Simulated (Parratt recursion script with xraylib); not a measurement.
# Surface roughness and fringe height: Y on Si

| layer, from the top | thickness (Å) | density (g/cm³) | rms roughness of its top face (Å) | δ (10⁻⁶) | β (10⁻⁶) |
|---|---|---|---|---|---|
| Y | 150 | 3.934 | varied | 7.055 | 0.2667 |
| Si (substrate) | – | 2.313 | 1.9 | 4.853 | 0.07732 |

The refractive index is n = 1 − δ + iβ. Vacuum lies above.

Densities are inputs, not measurements. They were set from computed cells of the Materials Project: Y from entry mp-112 (P6₃/mmc, 4.371 g/cm³, taken at 90 %); Si from entry mp-149 (Fd-3m, 2.313 g/cm³). A layer's crystal structure does not enter its constants, only its composition and density.

Method: specular X-ray reflectivity, Parratt recursion, Névot-Croce roughness, xraylib tables (Parratt recursion script with xraylib 4.3.0).

Photon energy 10 keV (λ = 1.2398 Å), s polarisation. The grazing angle θ is scanned from 0.05° to 3.22° in 900 evenly spaced points, and the curve is smoothed with a Gaussian of 0.004° full width. A maximum is a scan point above both neighbours; its place and height come from a parabola through R at the three points.

The table follows two fringe maxima, those next to orders 5.5 and 13.5 of m = (2d/λ)(sin²θ − 2δ)^½, through runs that differ in the roughness σ₁ of the film surface alone.

| σ₁ (Å) | θ of the first (°) | R there | θ of the second (°) | R there |
|---|---|---|---|---|
| 4 | 1.309 | ? | 3.198 | ? |
| 4.6 | 1.308 | 3.34 × 10⁻⁵ | 3.194 | 5.62 × 10⁻⁸ |

**Question.** Estimate the two heights for σ₁ = 4 Å.

**Answer.** At a maximum the amplitudes from the film's two faces add: R ≈ (|r₁|g₁ + |r₂|g₂A)². Here q₀ = 4π sin θ/λ, qⱼ = (q₀² − 32π²δⱼ/λ²)^½ (1 film, 2 substrate), |r₁| = |q₀² − q₁²|/(q₀ + q₁)², |r₂| = |q₁² − q₂²|/(q₁ + q₂)² with the numerators taken from the constants, g₁ = exp(−q₀q₁σ₁²/2), g₂ = exp(−q₁q₂σ₂²/2), and A = exp(−16π²β₁d/(λ²q₁)) for absorption in the film.

Check on a shown row, σ₁ = 4.6 Å, second maximum: q₀ = 0.5647, q₁ = 0.5634, q₂ = 0.5638 Å⁻¹; |r₁| = 0.00114, |r₂| = 3.56 × 10⁻⁴; g₁ = 0.0345, g₂ = 0.564, A = 0.993; R ≈ 5.70 × 10⁻⁸ against 5.62 × 10⁻⁸ in the table.

- σ₁ = 4 Å, first maximum: q₀ = 0.2315, q₁ = 0.2283, q₂ = 0.2293 Å⁻¹; |r₁| = 0.00686, |r₂| = 0.00216; g₁ = 0.655, g₂ = 0.910, A = 0.982; R ≈ 4.13 × 10⁻⁵.
- σ₁ = 4 Å, second maximum: q₀ = 0.5654, q₁ = 0.5641, q₂ = 0.5645 Å⁻¹; |r₁| = 0.00114, |r₂| = 3.55 × 10⁻⁴; g₁ = 0.0780, g₂ = 0.563, A = 0.993; R ≈ 8.26 × 10⁻⁸.

The run gave 4.03 × 10⁻⁵ and 8.17 × 10⁻⁸; the estimates are 1.02 and 1.01 times these.
